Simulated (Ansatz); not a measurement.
GaN:
```yaml
crystal:
  lattice:
    - [3.17476, 0.00000, 0.00000]
    - [-1.58738, 2.74942, 0.00000]
    - [0.00000, 0.00000, 7.52309]
  atoms:
    - { symbol: Ga, position: [0.66667, 0.33333, 0.25000] }
    - { symbol: Ga, position: [0.33333, 0.66667, 0.75000] }
    - { symbol: N, position: [0.00000, 0.00000, 0.75000] }
    - { symbol: N, position: [0.00000, 0.00000, 0.25000] }
```

x, y and z are the axes in which the lattice vectors are written.

Problem. Give the high-frequency dielectric tensor and the Born effective charge tensors of the independent atoms from DFPT, r²SCAN+D4 (plane waves, PAW; program Ansatz).

Solution. 
ε∞:
```
5.16  0.00  0.00
0.00  5.16  0.00
0.00  0.00  3.01
```
Z* of atom 1 (Ga), rows: field, columns: displacement, in e:
```
3.07  0.00  0.00
0.00  3.07  0.00
0.00  0.00  0.96
```
Z* of atom 3 (N), rows: field, columns: displacement, in e:
```
-3.07   0.00   0.00
 0.00  -3.07   0.00
 0.00   0.00  -0.96
```

Static charges for comparison (Bader): Ga1 +1.61, N3 -1.61 e. Born charges measure polarisation by displacement and can exceed these by far.

Space group P6_3/mmc. The workflow started from a Materials Project entry (that database holds measured and hypothetical structures alike); the Crystallography Open Database copy checked does not list it. It is not the phase usual at ambient conditions (space group No. 186, 216). The cell was relaxed with r²SCAN+D4 under the symmetry of its start; phonons show weakly imaginary modes. Scalar-relativistic: spin–orbit coupling is off unless named, which matters more the heavier the elements.

Potentials: the earlier of the program's two PAW sets.
